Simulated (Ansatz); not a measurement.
**Structure relaxation, La**

The start is a generated trial cell of La in the AFLOW prototype A_cI16_206_c (as in Si). The structure is fully relaxed (lattice and positions, P = 0) with r2SCAN (plane waves to 500 eV, PAW, scalar-relativistic; Ansatz, a program for electronic structure). The first steps use a coarse 6×6×6 k-mesh.

Input geometry:
```
La
1.0
   -4.21341     4.21341     4.21341
    4.21341    -4.21341     4.21341
    4.21341     4.21341    -4.21341
La
8
Direct
  0.29980   0.29980   0.29980
  0.50000   0.00000   0.20020
  0.00000   0.20020   0.50000
  0.20020   0.50000   0.00000
  0.70020   0.70020   0.70020
  0.50000   0.00000   0.79980
  0.00000   0.79980   0.50000
  0.79980   0.50000   0.00000
```

### Question
By how much does the energy per atom fall from start to end?

### Answer
0.02 eV/atom.

### Question
How does the volume per atom move from start to end?

### Answer
-5.8 %, from 37.40 to 35.24 Å³/atom.

### Question
What band gap does the relaxed structure have at this level?

### Answer
No gap (metallic).

### Question
What does it relax into? Give the structure.

### Answer

Space group Ia-3 (No. 206); a = 8.2612 Å, b = 8.2612 Å, c = 8.2612 Å, α = 90.00°, β = 90.00°, γ = 90.00°

```json
[
 {"atom": "La", "site": "16c", "symmetry": ".3.", "x": "0.1478", "y": "0.1478", "z": "0.1478"}
]
```
(The calculation used a cell of 8 atoms; values per cell refer to that cell.)

The space group stays Ia-3 (No. 206) (the run could not lower it); the end is AFLOW prototype A_cI16_206_c (as in Si), with 8 atoms in the primitive cell. Final values are on a 8×8×8 k-mesh of the relaxed cell. The start holds a very short contact (La–La 2.92 Å). No spin polarisation in the result.

The run could not lose the symmetry of its start, so the end can be a saddle point.

The relaxed structure here is a generated cell of La: the first start was made by placing the elements on the sites of a structure type, and the end was not matched to a known phase here, so it may be hypothetical. Known forms of La include space group No. 194.
